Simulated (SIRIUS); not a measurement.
Worked example: self-consistent single point of a model cell of Cs2YInCl6 (Fm-3m, 10 atoms in the cell; prototype structure) in SIRIUS.

Computed with BLYP, GBRV PBE ultrasoft pseudopotentials (plane waves; SIRIUS).

```
Cs2YInCl6
1.0
    0.00000     5.40892     5.40892
    5.40892     0.00000     5.40892
    5.40892     5.40892     0.00000
Cs In Y Cl
2 1 1 6
Cartesian
  2.70446   2.70446   2.70446
  8.11338   8.11338   8.11338
  5.40892   5.40892   5.40892
  0.00000   0.00000   0.00000
  2.71419   5.40892   5.40892
  8.10364   5.40892   5.40892
  5.40892   2.71419   5.40892
  5.40892   8.10364   5.40892
  5.40892   5.40892   2.71419
  5.40892   5.40892   8.10364
```

Reference input (self-consistent single point, DFT, PBEsol, plane waves, GBRV PBEsol ultrasoft pseudopotentials): parameters.ngridk = 4 4 4; parameters.xc_functionals = [XC_GGA_X_PBE_SOL, XC_GGA_C_PBE_SOL]; parameters.gk_cutoff = 6.325 1/bohr; parameters.pw_cutoff = 14.143 1/bohr; parameters.smearing = fermi_dirac; parameters.smearing_width = 0.00367493 Ha; potentials = GBRV PBEsol ultrasoft pseudopotentials; parameters.electronic_structure_method = pseudopotential; parameters.num_bands = 50; parameters.num_mag_dims = 0; parameters.num_dft_iter = 100; parameters.energy_tol = 1e-07 Ha. This run's input differs from it in these lines:

```diff
@@ -13,3 +13,3 @@
     "electronic_structure_method": "pseudopotential",
-    "xc_functionals": ["XC_GGA_X_PBE_SOL", "XC_GGA_C_PBE_SOL"],
+    "xc_functionals": ["XC_GGA_X_B88", "XC_GGA_C_LYP"],
     "gk_cutoff": 6.325,
@@ -40,6 +40,6 @@
     "atom_files": {
-      "Cs": "cs_pbesol_v1.uspp.F.UPF.json",
-      "In": "in_pbesol_v1.4.uspp.F.UPF.json",
-      "Y": "y_pbesol_v1.4.uspp.F.UPF.json",
-      "Cl": "cl_pbesol_v1.4.uspp.F.UPF.json"
+      "Cs": "cs_pbe_v1.uspp.F.UPF.json",
+      "In": "in_pbe_v1.4.uspp.F.UPF.json",
+      "Y": "y_pbe_v1.4.uspp.F.UPF.json",
+      "Cl": "cl_pbe_v1.4.uspp.F.UPF.json"
     },
```

Output, abridged:

```
[find] density tolerance         : 1e-06
[find] total energy tolerance    : 1e-07
[find] iter_solver_tol (initial) : 0.01
[find] iter_solver_tol (target)  : 1e-13
[find] num_dft_iter              : 100
Charges and magnetic moments
--------------------------------------------------------------------------------
total charge          : 84.000000
[find] | SCF iteration   0 out of 100|
[diagonalize] iterative solver tolerance (occupied, empty): 0.01 0.01
[diagonalize] average number of iterations: 2
[find] Charges and magnetic moments
[find] total charge          : 84.000000
[find] Energy
[find] smearing (-TS)                 :      -0.00000000
   [... lines left out ...]

[find] Charges and magnetic moments
[find] total charge          : 84.000000
[find] Energy
[find] smearing (-TS)                 :      -0.00002901
[find] Total energy                   :    -276.20266435 (Ha),    -552.40532870 (Ry)
[find] Free energy (E-TS)             :    -276.20269336 (Ha),    -552.40538673 (Ry)
[find] band gap (eV)                  :       1.39809781
[find] Efermi                         :       0.25782908
[find] iteration : 36, RMS (target) : 8.4210e-07 (1.0000e-06) , energy difference (target) : 2.7804e-09 (1.0000e-07)
[find] bands are converged : false
[find] iterative solver converged : true
[find] converged after 37 SCF iterations!
[find] Charges and magnetic moments
[find] total charge          : 84.000000
[find] Energy
[find] smearing (-TS)                 :      -0.00002901
[find] Total energy                   :    -276.20266435 (Ha),    -552.40532870 (Ry)
[find] Free energy (E-TS)             :    -276.20269336 (Ha),    -552.40538673 (Ry)
[find] band gap (eV)                  :       1.39809781
[find] Efermi                         :       0.25782908
[ground_state] === stress tensor components [kbar] ===
[ground_state] === stress_total ===
[ground_state]   -47.362152   -0.000000    0.000000
[ground_state]    -0.000000  -47.362152    0.000000
[ground_state]     0.000000    0.000000  -47.362152
[ground_state] ==== total Forces in Ha/bohr =====
   [... lines left out ...]
[ground_state] atom:    5, force:       0.0330954     -0.0000000     -0.0000000
[ground_state] atom:    6, force:       0.0000000     -0.0330954      0.0000000
[ground_state] atom:    7, force:      -0.0000000      0.0330954      0.0000000
[ground_state] atom:    8, force:       0.0000000     -0.0000000     -0.0330954
[ground_state] atom:    9, force:      -0.0000000     -0.0000000      0.0330954
```

The run converged in 37 iterations. SIRIUS prints the stress tensor with tension positive. Against the reference run the pressure goes from 1.15 to 4.74 GPa, the largest force goes from 1.606 to 1.702 eV/Å and the gap on the mesh goes from 1.338 to 1.398 eV.

Lattice and positions were typed or generated, without prior relaxation. Forces above 1 eV/Å remain at this geometry. The potentials were made for another functional than the one used.

Cost on one core: roughly 8 core-minutes.

The gap that the log prints is read on the run's mesh, which can miss the band edges or a crossing.
